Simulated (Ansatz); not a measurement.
input.yaml (Ansatz)

```yaml
crystal:
  lattice:
    - [0.0, 2.4340212161, 2.4340212161]
    - [2.4340212161, 0.0, 2.4340212161]
    - [2.4340212161, 2.4340212161, 0.0]
  atoms:
    - { symbol: Fe, position: [0.125, 0.125, 0.125], spin: 2.5 }
    - { symbol: Fe, position: [0.875, 0.875, 0.875], spin: 2.5 }
hamiltonian:
  xc: pbesol
  pseudopotentials:
    kind: paw
    azcp:
      Fe: "pseudopotentials/Fe.paw.azcp"
basis:
  ecutwfc: 420
  fft_grid_basis: typed
kpoints:
  mp_grid: { grid: [13, 13, 13], shift: [0, 0, 0] }
magnetization:
  spin_polarized: true
scf:
  occupations: { method: fermi_dirac, width: 0.05 }
  lower_state_search: "off"
output:
  stress: true
```

Output

```
Warning: the record states the generating functional pbe (its physics header spells it `PBE`), which answers neither for hamiltonian.xc's functional nor for the pbesol family's — results may be inconsistent (PPs are generated against a specific XC)
Engine: ansatz 0.2.0, x86_64-unknown-linux-gnu
Pseudopotentials: kind: paw
Pseudopotential: Fe, paw, valence charge 16, recommended cutoff 420 eV (normal) 
Functional definition: PBEsol
  exchange = pbesol_x
  correlation = pbesol_c
Crystal: 2 atoms, lattice volume = 28.841 Å³
Basis set: ecut = 420 eV, 537 PW (Γ)
Bands: 23, of which v1, the nominal top of the filled ones, is band 16 counted from 1 (15 counted from 0)
Symmetry: 48 space group operations
Space group: Fd-3m (ITA 227), of the structure as read, at distance tolerance 3.1e-5 Å
Magnetic group: BNS 227.128 (UNI 1630), of the structure as read, at distance tolerance 3.1e-5 Å
k-points: 84 of 2197
Non-local potential: Fe, projectors of the file, l = 0: 3, l = 1: 2, l = 2: 3, l = 3: 1
PAW form: soft (Blöchl's): semilocal exchange-correlation on the pseudo side does not see the compensation charge
PAW frozen core: Fe, regenerated for the run's functional, and the local potential with it (the file was generated under x = pbe(κ = 0.804, μ = 0.2195149727645171), c = pbe(β = 0.06672455060314922))
PAW one-centre angular grid: Fe, 590 points (default); XC on 64 Gauss nodes
Initial density: superposition of atomic densities (chi_scale 0.1, normalization cell)
Starting moments: Σ|m| = 5 μB on 2 of 2 sites
Initial wavefunctions: pseudopotential atomic-orbital guess
Functional: x = pbesol(κ = 0.804, μ = 0.12345679012345678), c = pbesol(β = 0.046)
iter 1 solved again at ethr=2.16e-3 eV; its pass at ethr=3.10e-3 eV (dr2=6.91e-1 eV) is discarded
SCF iter   1: F=—  HF=-8894.056107 eV  |F-HF|=—  |Δ(HF+E_count)|=         —  Δρ=1.14e-1 (↑1.10e-1 ↓1.14e-1)  dr2=6.95e-1  dr2_m=3.16e0  M=2.584 μB ∫|m|=2.598 μB  β_m=0.30  ethr=2.16e-3  ⟨swp⟩=1.0  Hψ=19900  notcnv=0
spin=Collinear: Kerker preconditioning applied to the charge; magnetization (m = ρ↑ − ρ↓) channel mixes plain (no charge-response kernel on spin).
SCF iter   2: F=—  HF=-8894.335409 eV  |F-HF|=—  |Δ(HF+E_count)|=   2.79e-1  Δρ=1.08e-1 (↑1.08e-1 ↓9.69e-2)  dr2=4.08e-1  dr2_m=2.65e0  M=2.126 μB ∫|m|=2.171 μB  β_m=0.30  ethr=2.16e-3  ⟨swp⟩=2.0  Hψ=4888  notcnv=0
SCF iter   3: F=—  HF=-8894.478273 eV  |F-HF|=—  |Δ(HF+E_count)|=   1.43e-1  Δρ=8.24e-2 (↑8.21e-2 ↓8.24e-2)  dr2=1.01e-1  dr2_m=1.77e0  M=1.910 μB ∫|m|=1.962 μB  β_m=0.30  ethr=1.28e-3  ⟨swp⟩=2.0  Hψ=5131  notcnv=0
SCF iter   4: F=—  HF=-8894.625334 eV  |F-HF|=—  |Δ(HF+E_count)|=   1.47e-1  Δρ=7.13e-2 (↑6.58e-2 ↓7.13e-2)  dr2=1.41e-2  dr2_m=1.24e0  M=1.713 μB ∫|m|=1.765 μB  β_m=0.30  ethr=3.17e-4  ⟨swp⟩=2.4  Hψ=6628  notcnv=0
SCF iter   5: F=—  HF=-8894.739372 eV  |F-HF|=—  |Δ(HF+E_count)|=   1.14e-1  Δρ=6.38e-2 (↑6.38e-2 ↓5.68e-2)  dr2=9.74e-3  dr2_m=9.60e-1  M=1.501 μB ∫|m|=1.555 μB  β_m=0.30  ethr=4.39e-5  ⟨swp⟩=2.1  Hψ=7263  notcnv=0  defer=31
...
iter 18 did not close the SCF: its close was put off for a magnetic moment that had not settled (scf_convergence_deferred on its scf_iter line)
SCF iter  18: F=-8895.094170 eV  HF=-8895.094170 eV  |F-HF|=2.00e-8  |Δ(HF+E_count)|=   8.55e-9  Δρ=6.20e-6 (↑5.16e-6 ↓6.20e-6)  dr2=3.22e-8  dr2_m=2.11e-10  M=-0.000 μB ∫|m|=0.000 μB  β_m=0.94  ethr=3.13e-10  ⟨swp⟩=4.0  Hψ=11862  notcnv=0
iter 19 did not close the SCF: its close was put off for a magnetic moment that had not settled (scf_convergence_deferred on its scf_iter line)
SCF iter  19: F=-8895.094170 eV  HF=-8895.094170 eV  |F-HF|=3.20e-10  |Δ(HF+E_count)|=   3.23e-9  Δρ=1.08e-6 (↑1.08e-6 ↓9.51e-7)  dr2=1.12e-9  dr2_m=3.52e-11  M=-0.000 μB ∫|m|=0.000 μB  β_m=0.96  ethr=1.01e-10  ⟨swp⟩=2.0  Hψ=10919  notcnv=0
SCF iter  20: F=-8895.094170 eV  HF=-8895.094170 eV  |F-HF|=7.28e-12  |Δ(HF+E_count)|=  5.46e-11  Δρ=3.82e-7 (↑3.00e-7 ↓3.82e-7)  dr2=9.19e-11  dr2_m=1.83e-12  M=0.000 μB ∫|m|=0.000 μB  ethr=3.49e-12  ⟨swp⟩=1.5  Hψ=9126  notcnv=0
WARN: the starting moments were not kept: the SCF closed with an absolute magnetisation of 9.2e-7 μB, where they sum to 5 μB in size (2 sites). That is at most 0.1 of that sum. Measured as dr2_m measures the in/out step, that magnetisation stands 7.2e-13 eV from none, at or under the dr2_threshold of 1.0e-7 eV: it is no larger than a step whose dr2_m would equal this threshold. The system may hold no moment; this SCF shows only that its start led to no more than that. To try another start: raise the starting moments (crystal.atoms[].spin, magnetization.per_species, magnetization.initial_magnetization, or on a non-collinear deck that types none of these the spinor_matrix: blocks that start its atoms; where the total moment is fixed, keep their sum and leave initial_magnetization as it is; typed ones take the place of any that the run laid by itself, positive ones on a crystal's lanthanoids without a Hubbard term where scf.initial_density.shell_occupations: [] is typed) or, if the notice of its spin-set hold's release reads "site moments contracting" or "site moments show no strong build", lengthen the hold (scf.mixing.spin_hold: { on: { confirm: 4 } }; for m-r²SCAN on two components see the key's manual first). Each may lead to a state that holds a moment. A second SCF, from the converged charge density, with the starting moments and any scf.initial_density.shell_occupations laid on it anew, would have followed, and was not run: the deck does not ask for one (magnetization.retry_lost_moments is false, the default). To let it run, set magnetization.retry_lost_moments: true and run the deck again, where that key's refused combinations let it; where memory then withholds it, that run's warning says so.
SCF 1 converged in 20 iterations: F = -8895.094170 eV  dr2 = 9.19e-11
SCF converged after 20 iterations
Magnetization: 0.0000 μB (16.0000 up, 16.0000 down)
Absolute magnetization: 0.0000 μB (∫|ρ↑−ρ↓|, with the PAW one-centre terms)
Spin contamination: 0.0000 ħ² per cell (⟨S²⟩ above its minimum at these occupations)
Per-site moments (μB) at R_I (Å): [(3.5285515368229197e-7, 0.8695187351783183), (3.5285515414683046e-7, 0.8695187351783183)]
Free energy (F): -8895.094170 eV
Harris-Foulkes:  -8895.094170 eV  (|F-HF|=7.28e-12)
Internal energy: -8895.073944 eV  (E = F + TS)
E sigma→0 (E₀):  -8895.084057 eV
Entropy (-TS):   -0.020226 eV (-10.113 meV/atom)
Fermi energy:    13.445619 eV
--- Per-component energies (eV) ---
  E_band       = -585.478330
  E_kinetic    = 712.626921
  E_local      = -5288.010310  (includes V_loc(G=0)·N_el)
  E_nonlocal   = 436.558610
  E_hartree    = 2227.953585
  E_xc         = -233.977584
  E_vxc        = -302.554355  (∫ρ·V_xc dr)
  E_paw        = -2671.449836  (= ΣΔE_a)
  E_vpaw       = -600.007738  (= ΣTr[D̂ρ^β])
  E_aug_tail   = 0.001504  (compensation charges beyond the density's cutoff)
  E_ewald      = -4079.135236
  E_core_change = 0.358403  (= ΣΔE_core)
  E_smearing   = -0.020226  (= −TS)
  E_closure    = 0.000000  (closes the sum)
  Σ components = -8895.094170   (vs F -8895.094170, Δ=0.00e0)
--- Stress (GPa, compression-positive) ---
       -6.303314      -0.000000       0.000000
       -0.000000      -6.303314      -0.000000
        0.000000       0.000000      -6.303314
  P = ⅓ Tr σ = -6.3033 GPa (-63.033 kbar)
```
